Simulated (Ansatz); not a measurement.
The start is a generated cell, Hf built in the hcp structure type. A full variable-cell relaxation at zero pressure is run with r2SCAN (plane waves to 500 eV, PAW, scalar-relativistic; Ansatz, a first-principles code). The first steps use a coarse 12×12×7 k-mesh.

Initial structure:
```
Hf
1.0
    3.20000     0.00000     0.00000
   -1.60000     2.77128     0.00000
    0.00000     0.00000     5.06240
Hf
2
Direct
  0.33333   0.66667   0.75000
  0.66667   0.33333   0.25000
```

Question: Is the relaxed structure metallic? Give its gap.

Answer: No gap (metallic).

Question: Give the final cell and atomic positions.

Answer: 
Space group P6₃/mmc (No. 194); a = b = 3.1979 Å, c = 5.0473 Å, α = β = 90.00°, γ = 120.00°

```json
[
 {"atom": "Hf", "site": "2d", "symmetry": "-6m2", "x": "0.6667", "y": "0.3333", "z": "0.2500"}
]
```

The space group stays P6₃/mmc (No. 194) (the run could not lower it); the end is hcp (Mg type), with 2 atoms in the primitive cell. Final values are on a 17×17×9 k-mesh of the relaxed cell. No spin polarisation in the result.

The run could not lose the symmetry of its start; a randomly shaken copy of 2 atoms returns to this structure.

All atoms sit on sites fixed by symmetry, so only the cell could relax.
